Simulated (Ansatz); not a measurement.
Recipe of this trial structure of NbIn4P3: random cell by space group and Wyckoff sites (P6/mmm, No. 191). The dimensions are guesses.

```yaml
crystal:
  lattice:
    - [5.37691, 0.00000, 0.00000]
    - [-2.68845, 4.65654, 0.00000]
    - [0.00000, 0.00000, 7.50881]
  atoms:
    - { symbol: Nb, position: [0.00000, 0.00000, 0.00000] }
    - { symbol: In, position: [0.33333, 0.66667, 0.50000] }
    - { symbol: In, position: [0.66667, 0.33333, 0.50000] }
    - { symbol: In, position: [0.00000, 0.00000, 0.72555] }
    - { symbol: In, position: [0.00000, 0.00000, 0.27445] }
    - { symbol: P, position: [0.33333, 0.66667, 0.00000] }
    - { symbol: P, position: [0.66667, 0.33333, 0.00000] }
    - { symbol: P, position: [0.00000, 0.00000, 0.50000] }
```

Level of theory: DFT PBE, scalar-relativistic, plane waves, PAW (Ansatz 0.2.0). Cutoff 420 eV, Gaussian smearing, Γ-centred meshes. Cell and atoms relax first on a coarse mesh and then on a finer one. In between, the cell is made exact in the group found at 0.06 Å. In metals the finer mesh still leaves noise of several meV/atom or more. The steps can't lower the symmetry of their start. Collinear spin is switched on along the way, since trial moments persisted in a coarse test.

A guess keeps its type if space group and coordination stay and the shape of the cell changes little (axis ratios within about 15 %, angles within 6°); the volume may change.

Question: Will the relaxed cell still be of the starting type?

Answer: It doesn't keep its type. The symmetry stays P6/mmm (No. 191). The volume per atom grows by 15.1 %, from 23.5 to 27.0 Å³. The shortest distance goes from 1.69 Å (In–P) to 2.61 Å (In–P). The ratio c/a of the conventional cell changes by a factor of 1.62. Counting neighbours within 15 % of an atom's shortest distance, the start has In 1/12, Nb 2, P 2/6 and the end In 2/6, Nb 8, P 6/8. In detail, at the end around Nb lie 6 P at 2.77 Å and 2 In at 2.81 Å; around In on a site of symmetry -6m2 lie 3 P at 2.77 Å and 3 In at 2.77 Å; P on a site of symmetry -6m2 is surrounded by 3 Nb at 2.77 Å and 3 P at 2.77 Å; 2 more sites not described.

```
Nb In P
1.0
     4.80089    0.00000    0.00000
    -2.40044    4.15769    0.00000
     0.00000    0.00000   10.83787
Nb In P
1 4 3
Direct
  0.00000 0.00000 0.00000
  0.33333 0.66667 0.50000
  0.66667 0.33333 0.50000
  0.00000 0.00000 0.74106
  0.00000 0.00000 0.25894
  0.33333 0.66667 0.00000
  0.66667 0.33333 0.00000
  0.00000 0.00000 0.50000
```

The last run used collinear spin, a 12×12×4 mesh (in the run's order of axes) for its 8-atom cell and Gaussian smearing of 0.10 eV. A later test with randomly moved atoms led to a structure 592 meV/atom lower, so this end is a saddle point or a shallow minimum.

In counts of neighbours, a slash parts the counts of unlike sites.
